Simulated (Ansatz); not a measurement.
Ag:
```xyz
2
Lattice="-2.6314 2.6314 1.3775 2.6314 -2.6314 1.3775 2.6314 2.6314 -1.3775" Properties=species:S:1:pos:R:3 pbc="T T T"
Ag     0.0000     0.0000     0.0000
Ag     0.0000     2.6314     0.6888
```

Relaxed with r²SCAN. Special points in fractions of this cell's reciprocal vectors: Γ (0.000, 0.000, 0.000); X (0.000, 0.000, 0.500); M (-0.500, 0.500, 0.500); Z (0.319, 0.319, -0.319); Z0 (-0.319, 0.681, 0.319); P (0.250, 0.250, 0.250); N (0.000, 0.500, 0.000).

### Question
List the band energies nearest the Fermi level at these points for r²SCAN with spin–orbit coupling (plane waves, PAW; program Ansatz).

### Answer
In eV from the Fermi level; about four levels below and three above (degenerate sets whole), none deeper than 8.9 eV; points with the same levels are listed once.

```json
[
 {"k": "Γ", "below": "-3.19 -3.19 -2.60 -2.60", "above": "4.13 4.13 4.56 4.56"},
 {"k": "X", "below": "-2.79 -2.79 -2.79 -2.79", "above": "9.26 9.26 9.26 9.26"},
 {"k": "M", "below": "-0.66 -0.66 -0.66 -0.66", "above": "1.97 1.97 1.97 1.97"},
 {"k": "Z", "below": "-3.70 -3.70 -3.27 -3.27", "above": "3.15 3.15 3.38 3.38"},
 {"k": "P", "below": "-3.16 -3.16 -3.09 -3.09", "above": "2.43 2.43 2.45 2.45"},
 {"k": "N", "below": "-3.28 -3.28 -3.01 -3.01", "above": "0.59 0.59 2.76 2.76"}
]
```

Space group I4_1/amd (β-Sn type). The start of the workflow was typed in or built on a structure type; neither database checked (COD, Materials Project) lists it. It is not the phase usual at ambient conditions (space group No. 225). Symmetry was held in the r²SCAN relaxation; its stability against distortions is not shown here. No spin polarisation was allowed.

Potentials: the earlier of the program's two PAW sets.
